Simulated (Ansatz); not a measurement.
Si2W in space group Fddd (No. 70; Si on 16f, W on 8a), PBE in the plane-wave PAW code Ansatz, all energies at zero smearing, with the estimated change up to a 700 eV cutoff added, with one set of potentials and settings (totals compare only within such a set). Cell of 6 atoms (4 Si, 2 W): -23314.194 eV.

```tsv
element	reference phase	E (eV/atom)
Si	Fd-3m, 2 atoms in the cell	-635.8096
W	Im-3m, 1 atoms in the cell	-10384.8193
```

Formation energy per atom, worked out: (-23314.194 − 4×(-635.8096) − 2×(-10384.8193))/6 = -0.220 eV/atom (-21 kJ per mol of atoms), at 0 K, without zero-point energy or fitted corrections.

A made-up cell: these elements were put on the sites of a structure type; neither database checked (COD, Materials Project) lists it. It is not the phase usual at ambient conditions (space group No. 139). The PBE relaxation kept the symmetry of its start; whether a distortion lowers the energy is not shown. No spin polarisation was allowed. The references are the lowest solids computed at this level, not always the standard phases. Scalar-relativistic: spin–orbit coupling is off unless named, which matters more the heavier the elements.

Potentials: the later of the program's two PAW sets.
